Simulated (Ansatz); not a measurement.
Values for one crystal, relaxed and computed with r²SCAN (plane waves, PAW; program Ansatz); other levels are named.

```yaml
volume_per_atom: 15.58 Å³
electronic_character: metallic (no gap)
Density of states at the Fermi level: 0.59 states/eV per atom (mean over ±0.08 eV)
Formation energy from the elements (no fitted shifts): -0.44 eV/atom
```

Problem. Which of these materials gives this?
A) NbAu2, P6/mmm (Nb on 1a, Au on 2d)
B) NbPd2, Immm (Nb on 2a, Pd on 4i)
C) AlNi3, Cu3Au type
D) YPd, Cmcm (Y on 4c, Pd on 4c)

Solution. B, NbPd2, Immm (Nb on 2a, Pd on 4i)

The first step of the workflow began from a Materials Project structure, measured or hypothetical; the Crystallography Open Database copy checked does not list it. With Nb and Pd taken as one species the cell has the higher symmetry Fm-3m, so it may be an ordered model of a mixed-site phase. Its standing as an ambient phase is unchecked. Symmetry was held in the r²SCAN relaxation; whether a distortion lowers the energy is not shown. The run is not spin-polarised. The references are the lowest solids computed at this level, not always the standard phases. Spin–orbit coupling is left out wherever it is not named.

Potentials: the later of the program's two PAW sets.
